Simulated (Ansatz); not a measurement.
**What DFT gives for ZrTeI**

```
I Te Zr
1.0
     4.31587    0.00000    0.00000
     0.00000    4.31587    0.00000
     0.00000    0.00000    9.59963
I Te Zr
2 2 2
Direct
  0.00000 0.00000 0.00000
  0.50000 0.50000 0.00000
  0.00000 0.50000 0.62800
  0.50000 0.00000 0.37200
  0.00000 0.50000 0.24900
  0.50000 0.00000 0.75100
```

Level: r2SCAN, no spin polarisation; 500 eV; 8×8×4 Γ-centred mesh; fermi-dirac occupations (width 0.1 eV); Ansatz 0.2.0, fixed geometry.

- Stress: The pressure is -0.8 GPa (compression positive), so with the atoms held at these fractions the cell would first shrink. The principal stresses -11.1, 4.4, 4.4 GPa differ, so its shape would change too.
- Forces: The largest is on Te3 (and as large on other atoms): 0.37 eV/Å, components (0.00, 0.00, 0.37). It makes 69° with the line to a nearest neighbour, Zr6 at 3.27 Å.
- Charges: Bader charges in e: Zr +1.59, Te -1.04, I -0.55. In the mean Zr gives up most and Te takes most.
- Electronic structure: It is a metal, with about 7.5 states/eV a cell as the mean within 0.25 eV of the Fermi level, mostly Zr d (80 %).

Origin: a known structure type with other elements, at an estimated volume, so it need not be a known compound. Caveats: many states at the Fermi level without spin polarisation, so a magnetic state may lie lower.
